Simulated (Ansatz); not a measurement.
This run works on a generated trial structure, not on a known crystal.

Input and command of a plane-wave DFT calculation in Ansatz:

```yaml
crystal:
  lattice:
    - [5.467241, 0.0, 0.0]
    - [-2.7336205, 4.7347696, 0.0]
    - [0.0, 0.0, 3.20518025]
  atoms:
    - { symbol: Zn, position: [0.66666667, 0.33333333, 0.5] }
    - { symbol: Zn, position: [0.33333333, 0.66666667, 0.5] }
    - { symbol: Sb, position: [0.0, 0.0, 0.5] }
    - { symbol: O, position: [0.0, 0.5, 0.0] }
    - { symbol: O, position: [0.5, 0.5, 0.0] }
    - { symbol: O, position: [0.5, 0.0, 0.0] }
basis:
  ecutwfc: 420
kpoints:
  mp_grid: { grid: [6, 6, 6] }
hamiltonian:
  xc: pbe
scf:
  occupations: { method: gaussian, width: 0.1 }
  lower_state_search: "off"
output:
  forces: true
  stress: true
  eigenvalues: true
relax:
  adjacent_minimum: "off"
  f_tol: 0.04
  max_steps: 70
  cell: { stress_tol: 0.4 }
```

```bash
ansatz run input.yaml --threads 1 --pin off --max-ram 2560MiB --backend cpu --events-out ev --progress --plain --runs-dir out
```

Processor: Intel(R) Xeon(R) Processor @ 2.50GHz (Skylake/Cascade Lake), 1 thread, on a host shared with other jobs.

Q: How long does it run, and how much memory does it take?

A: About 87 s, peak memory 0.43 GiB. It solves 35 bands at 28 k points (after reduction by symmetry) with about 1485 plane waves (on the last cell), in 46 SCF iterations over 7 ionic steps.
